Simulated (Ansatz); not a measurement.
Li4MoO5: computed property card

Li4MoO5:
```
Li4MoO5
1.0
   -3.23170     3.23170     2.11987
    3.23170    -3.23170     2.11987
    3.23170     3.23170    -2.11987
Li Mo O
4 1 5
Direct
  0.18243   0.59465   0.78658
  0.39585   0.18243   0.58778
  0.80807   0.39585   0.21342
  0.59465   0.80807   0.41222
  0.94851   0.94851   0.00000
  0.74295   0.10507   0.81446
  0.92849   0.74295   0.63788
  0.29061   0.92849   0.18554
  0.10507   0.29061   0.36212
  0.52173   0.52173   0.00000
```

Space group I4 (No. 79); conventional cell a = 6.463 Å, b = 6.463 Å, c = 4.240 Å, α = 90.00°, β = 90.00°, γ = 90.00°.

Method: r²SCAN in the plane-wave PAW code Ansatz. Geometry: relaxed at this level of theory. Other levels are named where they apply.

Cell and energy:

```yaml
volume_per_atom: 8.86 Å³
density: 3.82 g/cm³
Formation energy from the elements (no fitted shifts): -2.24 eV/atom
```

Electronic structure:

```yaml
band_gap: 3.33 eV (smallest direct gap 3.34 eV)
valence_band_maximum: off the standard path, at k = (0.224, -0.224, 0.354) in fractions of the reciprocal vectors
conduction_band_minimum: on the M–Γ line, 39 % of the way from M (4 equivalent valleys)
electron_effective_mass: 2.1, 3.4, 3.6 mₑ (principal values)
hole_effective_mass: 1.7, 2.1, 6.7 mₑ (principal values)
```

Charges:

```yaml
bader_charges: Li +0.90, Mo +2.80, O -1.30 to -1.21 e
```

The first step of the workflow began from a Materials Project structure, measured or hypothetical; the Crystallography Open Database copy checked does not list it. COD files the formula under space group No. 2. Whether it is the stable phase at ambient conditions was not checked. Symmetry was held in the r²SCAN relaxation; whether a distortion lowers the energy is not shown. The run is not spin-polarised. No Hubbard U is applied. The references are the lowest solids computed at this level, not always the standard phases (solids in place of the gases). Scalar-relativistic: spin–orbit coupling is off unless named, which matters more the heavier the elements.

Potentials: the later of the program's two PAW sets.
